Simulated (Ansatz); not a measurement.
Data:

Re$_{3}$B:
```cif
data_B2Re6
_chemical_formula_sum 'B2 Re6'
_space_group_name_H-M_alt 'P 1'
_space_group_IT_number 1
_cell_length_a 4.88915
_cell_length_b 4.88915
_cell_length_c 7.28003
_cell_angle_alpha 90.000
_cell_angle_beta 90.000
_cell_angle_gamma 145.524
loop_
_space_group_symop_operation_xyz
  'x, y, z'
loop_
_atom_site_label
_atom_site_type_symbol
_atom_site_fract_x
_atom_site_fract_y
_atom_site_fract_z
_atom_site_occupancy
B1 B 0.25424 0.74576 0.75000 1
B2 B 0.74576 0.25424 0.25000 1
Re1 Re 0.57563 0.42437 0.75000 1
Re2 Re 0.42437 0.57563 0.25000 1
Re3 Re 0.86654 0.13346 0.56470 1
Re4 Re 0.13346 0.86654 0.06470 1
Re5 Re 0.13346 0.86654 0.43530 1
Re6 Re 0.86654 0.13346 0.93530 1
```

This is the r²SCAN-relaxed structure.

All from DFT-r²SCAN in the program Ansatz with PAW potentials, unless another level is named. Give the electronic character.

metallic (no gap).

Next, the density of states at the Fermi level?

0.56 states/eV per atom (mean over ±0.08 eV).

Give the formation energy from the elements (no fitted shifts).

-0.22 eV/atom.

What about the gap with spin–orbit coupling?

none (metallic).

Space group Cmcm. The workflow started from an entry of the Crystallography Open Database (COD). Its standing as an ambient phase is unchecked. The cell was relaxed with r²SCAN under the symmetry of its start; its stability against distortions is not shown here. No spin polarisation was allowed. The references are the lowest solids computed at this level, not always the standard phases. Scalar-relativistic: spin–orbit coupling is off unless named, which matters more the heavier the elements.

Potentials: the later of the program's two PAW sets.
